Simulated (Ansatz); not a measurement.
An ordered 8-atom cell of Ga4As3P on the zincblende lattice (Pmm2) at its r2SCAN geometry, run in the PAW code Ansatz at 3 levels of theory. Note: simulated data, non-magnetic, for a generated structure that need not be the stable one.

The PBE+SOC input:
```yaml
crystal:
  lattice:
    - [3.9703273764, 0.0, 0.0]
    - [0.0, 7.9380511619, 0.0]
    - [0.0, 0.0, 5.6066590795]
  atoms:
    - { symbol: P, position: [0.0, 0.0, -7.24647e-05] }
    - { symbol: Ga, position: [0.5, 0.0, 0.7623229516] }
    - { symbol: As, position: [0.5, 0.7537233582, 0.4999858221] }
    - { symbol: Ga, position: [0.0, 0.7567433926, 0.2457707999] }
    - { symbol: As, position: [0.0, 0.5, 0.0001717412] }
    - { symbol: Ga, position: [0.5, 0.5, 0.7460645278] }
    - { symbol: As, position: [0.5, 0.2462766418, 0.4999858221] }
    - { symbol: Ga, position: [0.0, 0.2432566074, 0.2457707999] }
kpoints:
  mp_grid: { grid: [6, 4, 6] }
  band_path:
    path:
      - [0.0, 0.0, 0.0]
      - [0.5, 0.0, 0.0]
      - [0.5, 0.5, 0.0]
      - [0.0, 0.5, 0.0]
      - [0.0, 0.0, 0.5]
      - [0.5, 0.0, 0.5]
      - [0.5, 0.5, 0.5]
      - [0.0, 0.5, 0.5]
    npoints: 1
hamiltonian:
  xc: pbe
scf:
  occupations: { method: fermi_dirac, width: 0.02 }
  n_extra_bands: 12
magnetization:
  noncollinear: true
  spin_orbit: true
output:
  forces: true
  stress: true
  eigenvalues: true
```

Main results, then, where recorded, the levels near the gap in eV from the Fermi energy (columns number the bands from 0), one row a point of the path (Γ, X, S, Y, Z, U, R, T):
```
Crystal: 8 atoms, lattice volume = 176.703 Å³
Symmetry: 4 space group operations + 4 with time reversal
Magnetic group: BNS 25.58 (UNI 156)
```
```
Basis set: ecut = 420 eV, 3449 PW (Γ)
k-points: 48 of 144 (time reversal used)
SCF converged after 9 iterations
Free energy (F): -30459.732129 eV
Fermi energy:    8.332514 eV
--- Forces (eV/Å), atoms counted from 1 ---
  atom   1  P       0.00000      0.00000    -0.01350
  atom   2  Ga      0.00000      0.00000      0.06096
  atom   3  As      0.00000      0.00484    -0.00055
  atom   4  Ga      0.00000      0.03110    -0.02816
  atom   5  As      0.00000      0.00000      0.01443
  atom   6  Ga      0.00000      0.00000    -0.00448
  atom   7  As      0.00000    -0.00484    -0.00055
  atom   8  Ga      0.00000    -0.03110    -0.02816
--- Stress (GPa, compression-positive) ---
        2.719929       0.000000       0.000000
        0.000000       2.694751       0.000000
        0.000000       0.000000       2.675723
  P = ⅓ Tr σ = 2.6968 GPa (26.968 kbar)
```

PBE+SOC gives a direct gap of 0.68 eV at Γ.

**Question.** In the first input these blocks are replaced (the band path and keys that only write files left aside):
```yaml
hamiltonian:
  xc: r2scan
scf:
  occupations: { method: fixed }
  n_extra_bands: 6
```
(magnetization left out)
What comes out?

**Answer.**
```
Basis set: ecut = 500 eV, 4495 PW (Γ)
k-points: 48 of 144 (time reversal used)
SCF converged after 8 iterations
Free energy (F): -30517.706842 eV
Fermi energy:    7.675724 eV
--- Forces (eV/Å), atoms counted from 1 ---
  atom   1  P       0.00000      0.00000      0.00093
  atom   2  Ga      0.00000      0.00000      0.00011
  atom   3  As      0.00000      0.00004      0.00012
  atom   4  Ga      0.00000      0.00000    -0.00094
  atom   5  As      0.00000      0.00000    -0.00084
  atom   6  Ga      0.00000      0.00000      0.00142
  atom   7  As      0.00000    -0.00004      0.00012
  atom   8  Ga      0.00000     0.00000    -0.00094
--- Stress (GPa, compression-positive) ---
        0.006600       0.000000       0.000000
        0.000000      -0.002972       0.000000
        0.000000       0.000000      -0.002126
  P = ⅓ Tr σ = 0.0005 GPa (0.005 kbar)
```
```tsv
band_47	band_48	band_49	band_50	band_51	band_52	band_53
-1.154	-0.036	-0.027	0.000	1.263	1.760	1.912
-2.778	-2.736	-1.411	-1.151	1.643	1.890	1.963
-2.702	-2.573	-2.551	-2.446	2.839	2.927	3.021
-1.460	-1.353	-0.448	-0.159	2.072	2.453	2.806
-1.230	-1.208	-1.167	-1.064	1.450	1.479	2.218
-1.351	-1.211	-1.191	-1.061	1.476	1.497	4.798
-2.119	-2.053	-1.982	-1.918	3.354	3.380	3.551
-1.637	-1.403	-1.366	-1.352	2.457	2.724	2.736
```
r2SCAN gives a direct gap of 1.26 eV at Γ. The mean stress is close to zero (0.00 GPa).

**Question.** In the first input these blocks are replaced (the band path and keys that only write files left aside):
```yaml
kpoints:
  mp_grid: { grid: [4, 2, 4] }
hamiltonian:
  xc: pbe0
scf:
  occupations: { method: fixed }
  n_extra_bands: 6
```
(magnetization left out)
What comes out?

**Answer.**
```
Basis set: ecut = 420 eV, 3449 PW (Γ)
k-points: 18 of 32 (time reversal used)
hybrid outer 1: dexx = +6.059e-2 eV, tail = 2.96e-4 eV
hybrid outer 2: dexx = +1.276e-5 eV, tail = 2.39e-7 eV, Δε = 4.24e-3 eV, ΔF = 4.74e-3 eV/Å
hybrid outer 3: dexx = +5.152e-9 eV, tail = 2.51e-9 eV, Δε = 1.41e-4 eV, ΔF = 1.14e-4 eV/Å
hybrid SCF converged: 3 outer / 16 inner (+5 warm-up)
Free energy (F): -30465.399700 eV
Fermi energy:    7.164523 eV
--- Forces (eV/Å), atoms counted from 1 ---
  atom   1  P       0.00000      0.00000      0.00103
  atom   2  Ga      0.00000      0.00000      0.00161
  atom   3  As      0.00000    -0.00482      0.00123
  atom   4  Ga      0.00000    -0.00788    -0.00331
  atom   5  As      0.00000      0.00000    -0.00009
  atom   6  Ga      0.00000      0.00000      0.00161
  atom   7  As      0.00000      0.00482      0.00123
  atom   8  Ga      0.00000      0.00788    -0.00331
--- Stress (GPa, compression-positive) ---
        0.740522       0.000000       0.000000
        0.000000       0.811792       0.000000
        0.000000       0.000000      -0.041200
  P = ⅓ Tr σ = 0.5037 GPa (5.037 kbar)
```
```tsv
band_47	band_48	band_49	band_50	band_51	band_52	band_53
-1.227	-0.035	-0.004	0.000	2.303	2.756	2.997
-2.944	-2.889	-1.507	-1.225	2.618	2.859	3.016
-2.876	-2.711	-2.700	-2.582	3.904	4.017	4.098
-1.528	-1.393	-0.486	-0.167	3.150	3.497	3.968
-1.312	-1.261	-1.202	-1.131	2.507	2.537	3.315
-1.446	-1.264	-1.231	-1.128	2.533	2.548	5.971
-2.254	-2.165	-2.080	-2.016	4.527	4.535	4.715
-1.684	-1.492	-1.453	-1.438	3.578	3.834	3.835
```
PBE0 gives a direct gap of 2.30 eV at Γ. With the atoms held, the mean pressure is +0.5 GPa (compression positive). (The program warns that its thresholds are loose for a hybrid's stress.)

Small level splittings and stresses of the hybrids carry the error of their coarser meshes.

Totals of different functionals, or with and without spin-orbit coupling, can't be compared.

Only the levels marked +SOC include spin-orbit coupling.
